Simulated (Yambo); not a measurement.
A BSE run in Yambo for CsLiSO5H4 (space group Cm, No. 8) (LDA bands; 4×4×4 mesh, 10 valence and 13 conduction bands, static screening with 84 bands and a 3 Ry block, scissor 2.81 eV, Tamm-Dancoff; field along x) gives:

```json
[
 {"state": "1", "energy (eV)": "5.88", "states within 2 meV": "1", "relative strength": "0.89", "class": "strong"},
 {"state": "2", "energy (eV)": "5.99", "states within 2 meV": "1", "relative strength": "< 0.01", "class": "dark"},
 {"state": "3", "energy (eV)": "6.35", "states within 2 meV": "1", "relative strength": "< 0.01", "class": "weak"},
 {"state": "4", "energy (eV)": "6.38", "states within 2 meV": "1", "relative strength": "< 0.01", "class": "dark"},
 {"state": "5", "energy (eV)": "6.44", "states within 2 meV": "1", "relative strength": "0.02", "class": "weak"}
]
```

Axes are Cartesian, with cell vectors (Å) (6.07, -2.87, 0.00), (6.07, 2.87, 0.00), (-1.57, 0.00, 4.55).

Question: What changes when the window shrinks to 8 valence and 9 conduction bands?

Answer: The lowest state goes from 5.882 eV to 5.921 eV, and its distance below the direct gap from 1.692 eV to 1.653 eV. These are vertical excitations (zero momentum); the indirect quasiparticle gap, about 6.84 eV, is smaller than the direct one (7.57 eV on the GW mesh). The scissor comes from a G0W0 run whose convergence isn't established.

Geometry of the Materials Project entry, not relaxed at this level; primitive cell a = b = 6.710 Å, c = 4.812 Å, α = β = 107.13°, γ = 50.65°.
